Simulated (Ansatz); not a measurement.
**Property card for LiCSN**

LiCSN:
```yaml
crystal:
  lattice:
    - [12.01445, 0.00000, 0.00000]
    - [0.00000, 3.53372, 0.00000]
    - [0.00000, 0.00000, 5.10511]
  atoms:
    - { symbol: Li, position: [0.90795, 0.25000, 0.46993] }
    - { symbol: Li, position: [0.09205, 0.75000, 0.53007] }
    - { symbol: Li, position: [0.59205, 0.75000, 0.96993] }
    - { symbol: Li, position: [0.40795, 0.25000, 0.03007] }
    - { symbol: C, position: [0.61100, 0.25000, 0.40199] }
    - { symbol: C, position: [0.38900, 0.75000, 0.59801] }
    - { symbol: C, position: [0.88900, 0.75000, 0.90199] }
    - { symbol: C, position: [0.11100, 0.25000, 0.09801] }
    - { symbol: S, position: [0.68852, 0.25000, 0.65977] }
    - { symbol: S, position: [0.31148, 0.75000, 0.34023] }
    - { symbol: S, position: [0.81148, 0.75000, 0.15977] }
    - { symbol: S, position: [0.18852, 0.25000, 0.84023] }
    - { symbol: N, position: [0.55580, 0.25000, 0.20992] }
    - { symbol: N, position: [0.44420, 0.75000, 0.79008] }
    - { symbol: N, position: [0.94420, 0.75000, 0.70992] }
    - { symbol: N, position: [0.05580, 0.25000, 0.29008] }
```

Space group Pnma (No. 62); conventional cell a = 12.014 Å, b = 3.534 Å, c = 5.105 Å, α = β = γ = 90.00°.

Method: LDA (plane waves, PAW; program Ansatz). Geometry: relaxed at this level of theory. Other levels are named where they apply.

Cell and energy:

| Quantity | Result |
|---|---|
| Volume per atom | 13.55 Å³ |
| Density | 1.99 g/cm³ |
| Formation energy from the elements (no fitted shifts) | -0.40 eV/atom |

Electronic structure:

| Item | Result |
|---|---|
| Band gap | 3.05 eV (indirect) |
| Valence-band maximum | on the Γ–Z line, 6 % of the way from Γ (k = 0.000, 0.000, -0.031 in fractions of the reciprocal vectors) |
| Conduction-band minimum | off the standard path, at k = (0.000, 0.448, 0.276) in fractions of the reciprocal vectors |
| Smallest direct gap on the standard path | 3.52 eV |
| Electron effective mass | 0.93, 1.1, 1.8 mₑ (principal values) |

Mechanics:

| Property | Result |
|---|---|
| Bulk modulus (Birch–Murnaghan fit) | 28.6 GPa |
| Pressure derivative B′ | 5.9 |
| Elastic constants (relaxed ions, GPa) | C11 = 43.0, C22 = 52.6, C33 = 59.5, C12 = 19.0, C13 = 19.7, C23 = 13.9, C44 = 7.2, C55 = 33.7, C66 = 16.6 |
| Mechanical stability | stable (all eigenvalues of C positive) |
| Hill bulk and shear moduli | 28.8 and 16.2 GPa |
| Young's modulus | 41.0 GPa |
| Poisson's ratio | 0.26 |
| Debye temperature from the elastic constants | 396 K |

The workflow started from a Materials Project entry (that database holds measured and hypothetical structures alike); the Crystallography Open Database copy checked does not list it. Whether it is the stable phase at ambient conditions was not checked. The LDA relaxation kept the symmetry of its start; whether a distortion lowers the energy is not shown. The references are the lowest solids computed at this level, not always the standard phases (solids in place of the gases).

Potentials: the later of the program's two PAW sets.
